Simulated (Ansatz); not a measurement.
Sr3SbN:
```xyz
5
Lattice="5.1789 0.0000 0.0000 0.0000 5.1789 0.0000 0.0000 0.0000 5.1789" Properties=species:S:1:pos:R:3 pbc="T T T"
Sr     0.0000     2.5894     2.5894
Sr     2.5894     0.0000     2.5894
Sr     2.5894     2.5894     0.0000
Sb     0.0000     0.0000     0.0000
N      2.5894     2.5894     2.5894
```

Relaxed with HSE06.

### Question
Give the Bader charges and basin volumes of the independent atoms, HSE06 (plane waves, PAW; program Ansatz).

### Answer


| atom | Bader charge (e) | Bader volume (Å³) |
|---|---|---|
| Sr1 | +1.38 | 20.3 |
| Sb4 | -2.07 | 57.1 |
| N5 | -2.06 | 21.0 |

Space group Pm-3m (anti-perovskite). The workflow started from a Materials Project entry (that database holds measured and hypothetical structures alike); the Crystallography Open Database copy checked does not list it. Its standing as an ambient phase is unchecked. Symmetry was held in the HSE06 relaxation; its stability against distortions is not shown here. Scalar-relativistic: spin–orbit coupling is off unless named, which matters more the heavier the elements.

Potentials: the later of the program's two PAW sets.
